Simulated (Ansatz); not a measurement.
## LiBeBO₃, a database entry at a rescaled volume

```
Li Be B O
1.0
     4.57013    0.00000    0.00000
     2.24297    4.04975    0.00000
     1.79838    1.47372    5.33845
Li Be B O
2 2 2 6
Direct
  0.74190 0.12880 0.16320
  0.25810 0.87120 0.83680
  0.35720 0.72750 0.34240
  0.64280 0.27250 0.65760
  0.07050 0.40300 0.26920
  0.92950 0.59700 0.73080
  0.12460 0.68800 0.20826
  0.87540 0.31200 0.79174
  0.32940 0.09830 0.25980
  0.67060 0.90170 0.74020
  0.25650 0.57680 0.66029
  0.74350 0.42320 0.33971
```

Level: PBEsol, no spin polarisation; 420 eV; 5×5×4 (shifted by 0.5, 0.5, 0 steps) mesh; fermi-dirac occupations (width 0.1 eV); Ansatz 0.2.0, fixed geometry.

**Band edges.** Within 0.7 eV of the edges, the states project mainly on O p (97 %) below the gap and on B p (47 %) and O p (21 %) above it.
**Electronic structure.** The gap on the k mesh is 6.43 eV; the mesh may miss the band edges, so the true gap of this level can be smaller.
**Forces.** The largest is on O7 (and as large on other atoms): 0.87 eV/Å, components (0.40, 0.71, -0.33). It makes 170° with the line to a nearest neighbour, B5 at 1.36 Å, pointing away from it.
**Formation energy.** -2.54 eV an atom against the elements' usual phases (free molecules for gases, crystals otherwise, with no correction for O₂ or N₂), so it is bound against them; other compounds may still compete. Relaxing would lower it.

Origin: a database entry at a rescaled volume. Caveats: an odd or shifted mesh can miss the band edges, so this level's true gap may be smaller.
